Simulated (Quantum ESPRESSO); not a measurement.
## Ga7ZnP5SAs2 (one run as intended and one with a planted mistake)

A calculation, not a measurement. The program is pw.x of Quantum ESPRESSO 7.5 (plane-wave density functional theory). The cell is made up: 16 atoms on a doubled zincblende/diamond lattice, with randomly drawn elements, strain and displacements, not relaxed. PseudoDojo standard norm-conserving files (v0.5 for PBE, v0.4.1 for LDA and PBEsol) set the functional; there is no spin polarisation, spin-orbit coupling or dispersion term, and the masses in the input are unused placeholders.

Intended input:

```
&control calculation='scf', pseudo_dir='./dojo.nc.sr.pbe.v0_5.standard.upf', outdir='./o', disk_io='low', tprnfor=.true., tstress=.true. /
&system ibrav=0, nat=16, ntyp=5, nbnd=92, ecutwfc=84.00895049, nosym=.true., tot_charge=0,
 occupations='smearing', smearing='fd', degauss=0.0018374661
/
&electrons conv_thr=7.350e-09, electron_maxstep=60, /
ATOMIC_SPECIES
As 1.0 As.upf
Ga 1.0 Ga.upf
P 1.0 P.upf
S 1.0 S.upf
Zn 1.0 Zn.upf
CELL_PARAMETERS angstrom
5.6476 -0.0287 -0.0363
-0.0287 5.6297 0.0548
-0.0726 0.1095 11.1352
ATOMIC_POSITIONS angstrom
Ga 0.0203 -0.0206 0.0172
Ga -0.0394 2.8633 2.8224
Ga 2.8114 0.0081 2.7951
Ga 2.7997 2.8035 0.0139
Ga -0.0222 0.0672 5.5184
Ga -0.0607 2.8682 8.3491
Ga 2.8031 0.1076 8.3793
Zn 2.7795 2.8606 5.5776
P 1.4452 1.4202 1.4136
S 1.3832 4.2421 4.2214
P 4.2205 1.4124 4.149
As 4.2065 4.2247 1.3785
P 1.3356 1.4386 6.9678
As 1.3392 4.2969 9.754
P 4.1799 1.468 9.7447
P 4.2147 4.2796 6.9682
K_POINTS automatic
4 4 2 1 1 1
```

The log is shortened where brackets say so; the opening notice, blank lines, dates and the lines on written files are dropped, and the path of the files is cut. It prints rydbergs, bohrs and kilobars, and counts compression as positive stress. Where no state is partly filled, the Fermi energy that it prints is only some level between the filled and the empty states on the mesh, and need not lie in the true gap.

Log of the intended run:

```
     Program PWSCF v.7.5
     Parallel version (MPI & OpenMP), running on       4 processor cores
     Number of MPI processes:                 4
     Threads/MPI process:                     1
     [start-up lines left out]
     bravais-lattice index     =            0
     lattice parameter (alat)  =      10.6728  a.u.
     unit-cell volume          =    2388.7630 (a.u.)^3
     number of atoms/cell      =           16
     number of atomic types    =            5
     number of electrons       =       172.00
     number of Kohn-Sham states=           92
     kinetic-energy cutoff     =      84.0090  Ry
     charge density cutoff     =     336.0358  Ry
     scf convergence threshold =      7.3E-09
     mixing beta               =       0.7000
     number of iterations used =            8  plain     mixing
     Exchange-correlation= PBE
                           (   1   4   3   4   0   0   0)
     [axes and pseudopotential details left out]
   Cartesian axes
     site n.     atom                  positions (alat units)
         1        Ga     tau(   1) = (   0.0035943  -0.0036474   0.0030454  )
         2        Ga     tau(   2) = (  -0.0069762   0.5069771   0.4997353  )
         3        Ga     tau(   3) = (   0.4977877   0.0014342   0.4949016  )
         4        Ga     tau(   4) = (   0.4957161   0.4963889   0.0024611  )
         5        Ga     tau(   5) = (  -0.0039307   0.0118985   0.9770902  )
         6        Ga     tau(   6) = (  -0.0107476   0.5078447   1.4782952  )
         7        Ga     tau(   7) = (   0.4963181   0.0190517   1.4836424  )
         8        Zn     tau(   8) = (   0.4921394   0.5064990   0.9875722  )
         9        P      tau(   9) = (   0.2558877   0.2514612   0.2502926  )
        10        S      tau(  10) = (   0.2449100   0.7511080   0.7474429  )
        11        P      tau(  11) = (   0.7472835   0.2500801   0.7346237  )
        12        As     tau(  12) = (   0.7448047   0.7480272   0.2440778  )
        13        P      tau(  13) = (   0.2364819   0.2547191   1.2337216  )
        14        As     tau(  14) = (   0.2371193   0.7608109   1.7270473  )
        15        P      tau(  15) = (   0.7400949   0.2599247   1.7254007  )
        16        P      tau(  16) = (   0.7462566   0.7577478   1.2337924  )
     number of k points=    16  Fermi-Dirac smearing, width (Ry)=  0.0018
                       cart. coord. in units 2pi/alat
        k(    1) = (   0.1264509   0.1248159   0.1263974), wk =   0.1250000
        k(    2) = (   0.1248332   0.1272766  -0.1272381), wk =   0.1250000
     [further k points left out]
     Dense  grid:   248473 G-vectors     FFT dimensions: (  64,  64, 125)
     Estimated max dynamical RAM per process >     707.05 MB
     Estimated total dynamical RAM >       2.58 GB
     Initial potential from superposition of free atoms
     starting charge     171.9799, renormalised to     172.0000
     Starting wfcs are  115 randomized atomic wfcs
     total cpu time spent up to now is       10.1 secs
     per-process dynamical memory:   478.5 Mb
     Self-consistent Calculation
     iteration #  1     ecut=    84.01 Ry     beta= 0.70
     Davidson diagonalization with overlap
     ethr =  1.00E-02,  avg # of iterations =  3.2
     Threshold (ethr) on eigenvalues was too large:
     Diagonalizing with lowered threshold
     Davidson diagonalization with overlap
     ethr =  3.72E-04,  avg # of iterations =  2.0
     total cpu time spent up to now is       52.8 secs
     total energy              =   -2004.46233490 Ry
     estimated scf accuracy    <       0.64463538 Ry
     iteration #  2     ecut=    84.01 Ry     beta= 0.70
     Davidson diagonalization with overlap
     ethr =  3.75E-04,  avg # of iterations =  7.4
     total cpu time spent up to now is       78.4 secs
     total energy              =   -2004.46092029 Ry
     estimated scf accuracy    <       0.75664095 Ry
     [iterations 3 to 11 left out]
     iteration # 12     ecut=    84.01 Ry     beta= 0.70
     Davidson diagonalization with overlap
     ethr =  5.15E-11,  avg # of iterations =  4.0
     total cpu time spent up to now is      317.6 secs
     total energy              =   -2004.68690957 Ry
     estimated scf accuracy    <       0.00000004 Ry
     iteration # 13     ecut=    84.01 Ry     beta= 0.70
     Davidson diagonalization with overlap
     ethr =  2.19E-11,  avg # of iterations =  2.1
     total cpu time spent up to now is      338.0 secs
     End of self-consistent calculation
     [lines on levels left out]
     the Fermi energy is     7.7118 ev
!    total energy              =   -2004.68690957 Ry
     estimated scf accuracy    <          4.5E-09 Ry
     smearing contrib. (-TS)   =      -0.00000000 Ry
     internal energy E=F+TS    =   -2004.68690957 Ry
     The total energy is F=E-TS. E is the sum of the following terms:
     one-electron contribution =   -1228.42824564 Ry
     hartree contribution      =     721.13863350 Ry
     xc contribution           =    -459.77619374 Ry
     ewald contribution        =   -1037.62110369 Ry
     convergence has been achieved in  13 iterations
     Forces acting on atoms (cartesian axes, Ry/au):
     atom    1 type  2   force =     0.01197405    0.03618026   -0.01563165
     atom    2 type  2   force =     0.00759151   -0.03623328   -0.00736139
     atom    3 type  2   force =     0.01049115    0.02089838   -0.00882818
     atom    4 type  2   force =     0.01410682   -0.03706507   -0.01184166
     atom    5 type  2   force =    -0.01270770    0.00527851    0.03826390
     atom    6 type  2   force =    -0.01572784   -0.01415269   -0.01809319
     atom    7 type  2   force =     0.01499543    0.00211891   -0.03880771
     atom    8 type  5   force =     0.01723148   -0.01735241    0.02866032
     atom    9 type  3   force =    -0.01925786    0.00006997    0.01123016
     atom   10 type  4   force =    -0.00584845    0.00591917   -0.00881767
     atom   11 type  3   force =    -0.00620264    0.00841674    0.00546229
     atom   12 type  1   force =    -0.01049317   -0.00191087    0.02622817
     atom   13 type  3   force =     0.01636718    0.00877659   -0.01219670
     atom   14 type  1   force =    -0.00734376    0.00200935    0.00892308
     atom   15 type  3   force =     0.00077251    0.01617143    0.01226529
     atom   16 type  3   force =    -0.01594872    0.00087502   -0.00945506
     Total force =     0.118388     Total SCF correction =     0.000350
     Computing stress (Cartesian axis) and pressure
          total   stress  (Ry/bohr**3)                   (kbar)     P=      -14.98
  -0.00012112   0.00006193   0.00006617          -17.82        9.11        9.73
   0.00006193  -0.00010685  -0.00009295            9.11      -15.72      -13.67
   0.00006617  -0.00009295  -0.00007754            9.73      -13.67      -11.41
     init_run     :      9.42s CPU      9.80s WALL (       1 calls)
     electrons    :    322.63s CPU    327.96s WALL (       1 calls)
     forces       :      4.28s CPU      4.43s WALL (       1 calls)
     stress       :     12.99s CPU     13.24s WALL (       1 calls)
     [timing details left out]
     PWSCF        :   5m49.69s CPU   5m55.95s WALL
     JOB DONE.
```

A second run has one planted mistake: the smearing is too wide. The input lines that differ, file-writing options aside:

```
- &system ibrav=0, nat=16, ntyp=5, nbnd=92, ecutwfc=84.00895049, nosym=.true., tot_charge=0,
+ &system ibrav=0, nat=16, ntyp=5, nbnd=110, ecutwfc=84.00895049, nosym=.true., tot_charge=0,
-  occupations='smearing', smearing='fd', degauss=0.0018374661
+  occupations='smearing', smearing='fd', degauss=0.0227845797
```

Its log:

```
     Program PWSCF v.7.5
     Parallel version (MPI & OpenMP), running on       4 processor cores
     Number of MPI processes:                 4
     Threads/MPI process:                     1
     [start-up lines left out]
     bravais-lattice index     =            0
     lattice parameter (alat)  =      10.6728  a.u.
     unit-cell volume          =    2388.7630 (a.u.)^3
     number of atoms/cell      =           16
     number of atomic types    =            5
     number of electrons       =       172.00
     number of Kohn-Sham states=          110
     kinetic-energy cutoff     =      84.0090  Ry
     charge density cutoff     =     336.0358  Ry
     scf convergence threshold =      7.3E-09
     mixing beta               =       0.7000
     number of iterations used =            8  plain     mixing
     Exchange-correlation= PBE
                           (   1   4   3   4   0   0   0)
     [axes and pseudopotential details left out]
   Cartesian axes
     site n.     atom                  positions (alat units)
         1        Ga     tau(   1) = (   0.0035943  -0.0036474   0.0030454  )
         2        Ga     tau(   2) = (  -0.0069762   0.5069771   0.4997353  )
         3        Ga     tau(   3) = (   0.4977877   0.0014342   0.4949016  )
         4        Ga     tau(   4) = (   0.4957161   0.4963889   0.0024611  )
         5        Ga     tau(   5) = (  -0.0039307   0.0118985   0.9770902  )
         6        Ga     tau(   6) = (  -0.0107476   0.5078447   1.4782952  )
         7        Ga     tau(   7) = (   0.4963181   0.0190517   1.4836424  )
         8        Zn     tau(   8) = (   0.4921394   0.5064990   0.9875722  )
         9        P      tau(   9) = (   0.2558877   0.2514612   0.2502926  )
        10        S      tau(  10) = (   0.2449100   0.7511080   0.7474429  )
        11        P      tau(  11) = (   0.7472835   0.2500801   0.7346237  )
        12        As     tau(  12) = (   0.7448047   0.7480272   0.2440778  )
        13        P      tau(  13) = (   0.2364819   0.2547191   1.2337216  )
        14        As     tau(  14) = (   0.2371193   0.7608109   1.7270473  )
        15        P      tau(  15) = (   0.7400949   0.2599247   1.7254007  )
        16        P      tau(  16) = (   0.7462566   0.7577478   1.2337924  )
     number of k points=    16  Fermi-Dirac smearing, width (Ry)=  0.0228
                       cart. coord. in units 2pi/alat
        k(    1) = (   0.1264509   0.1248159   0.1263974), wk =   0.1250000
        k(    2) = (   0.1248332   0.1272766  -0.1272381), wk =   0.1250000
     [further k points left out]
     Dense  grid:   248473 G-vectors     FFT dimensions: (  64,  64, 125)
     Estimated max dynamical RAM per process >     784.57 MB
     Estimated total dynamical RAM >       2.89 GB
     Initial potential from superposition of free atoms
     starting charge     171.9799, renormalised to     172.0000
     Starting wfcs are  115 randomized atomic wfcs
     total cpu time spent up to now is       11.0 secs
     per-process dynamical memory:   522.2 Mb
     Self-consistent Calculation
     iteration #  1     ecut=    84.01 Ry     beta= 0.70
     Davidson diagonalization with overlap
     ethr =  1.00E-02,  avg # of iterations =  5.3
     Threshold (ethr) on eigenvalues was too large:
     Diagonalizing with lowered threshold
     Davidson diagonalization with overlap
     ethr =  3.61E-04,  avg # of iterations =  4.8
     total cpu time spent up to now is       75.5 secs
     total energy              =   -2004.48176374 Ry
     estimated scf accuracy    <       0.62851378 Ry
     iteration #  2     ecut=    84.01 Ry     beta= 0.70
     Davidson diagonalization with overlap
     ethr =  3.65E-04,  avg # of iterations =  6.1
     total cpu time spent up to now is      107.5 secs
     total energy              =   -2004.40763913 Ry
     estimated scf accuracy    <       0.93334433 Ry
     [iterations 3 to 10 left out]
     iteration # 11     ecut=    84.01 Ry     beta= 0.70
     Davidson diagonalization with overlap
     ethr =  1.50E-10,  avg # of iterations =  2.4
     total cpu time spent up to now is      361.1 secs
     total energy              =   -2004.69381845 Ry
     estimated scf accuracy    <       0.00000003 Ry
     iteration # 12     ecut=    84.01 Ry     beta= 0.70
     Davidson diagonalization with overlap
     ethr =  1.47E-11,  avg # of iterations =  3.8
     total cpu time spent up to now is      390.6 secs
     End of self-consistent calculation
     [lines on levels left out]
     the Fermi energy is     7.8124 ev
!    total energy              =   -2004.69381846 Ry
     estimated scf accuracy    <          7.0E-09 Ry
     smearing contrib. (-TS)   =      -0.02932833 Ry
     internal energy E=F+TS    =   -2004.66449013 Ry
     The total energy is F=E-TS. E is the sum of the following terms:
     one-electron contribution =   -1228.39439044 Ry
     hartree contribution      =     721.11700595 Ry
     xc contribution           =    -459.76600194 Ry
     ewald contribution        =   -1037.62110369 Ry
     convergence has been achieved in  12 iterations
     Forces acting on atoms (cartesian axes, Ry/au):
     atom    1 type  2   force =     0.01257932    0.03573816   -0.01437353
     atom    2 type  2   force =     0.00820797   -0.03589529   -0.00643461
     atom    3 type  2   force =     0.01016580    0.02039578   -0.00791105
     atom    4 type  2   force =     0.01368475   -0.03672063   -0.01063001
     atom    5 type  2   force =    -0.01176561    0.00474304    0.03467746
     atom    6 type  2   force =    -0.01505221   -0.01396494   -0.01725681
     atom    7 type  2   force =     0.01476206    0.00180501   -0.03786158
     atom    8 type  5   force =     0.01685339   -0.01694810    0.02570266
     atom    9 type  3   force =    -0.01931460    0.00002881    0.01012869
     atom   10 type  4   force =    -0.00593762    0.00588433   -0.00725413
     atom   11 type  3   force =    -0.00659532    0.00868034    0.00527990
     atom   12 type  1   force =    -0.01065200   -0.00165362    0.02503004
     atom   13 type  3   force =     0.01561477    0.00845189   -0.01063576
     atom   14 type  1   force =    -0.00765565    0.00225494    0.00785585
     atom   15 type  3   force =     0.00084591    0.01591639    0.01155157
     atom   16 type  3   force =    -0.01574098    0.00128390   -0.00786869
     Total force =     0.113928     Total SCF correction =     0.000408
     Computing stress (Cartesian axis) and pressure
          total   stress  (Ry/bohr**3)                   (kbar)     P=      -13.21
  -0.00010875   0.00006127   0.00006480          -16.00        9.01        9.53
   0.00006127  -0.00009564  -0.00009094            9.01      -14.07      -13.38
   0.00006480  -0.00009094  -0.00006503            9.53      -13.38       -9.57
     init_run     :     10.10s CPU     10.48s WALL (       1 calls)
     electrons    :    373.57s CPU    379.67s WALL (       1 calls)
     forces       :      4.92s CPU      5.02s WALL (       1 calls)
     stress       :     14.76s CPU     15.05s WALL (       1 calls)
     [timing details left out]
     PWSCF        :   6m43.96s CPU   6m50.99s WALL
     JOB DONE.
```

```
                                            intended run  run with the mistake
                          free energy (eV)    -27275.155            -27275.249
                    smearing term -TS (eV)        0.0000               -0.3990
                            pressure (GPa)         -1.50                 -1.32
            largest force component (eV/Å)         0.998                 0.973
largest change of a force component (eV/Å)                               0.092
                                iterations            13                    12
```

For scale, a rerun of the intended cell at a cutoff of 1437 eV and k mesh 6 x 6 x 4 moved values by no more than 0.021 eV in energy, 0.02 GPa in stress and 0.004 eV/Å in force. The number of bands, nbnd, was set by rule from the electron count and the smearing, so it follows the mistake.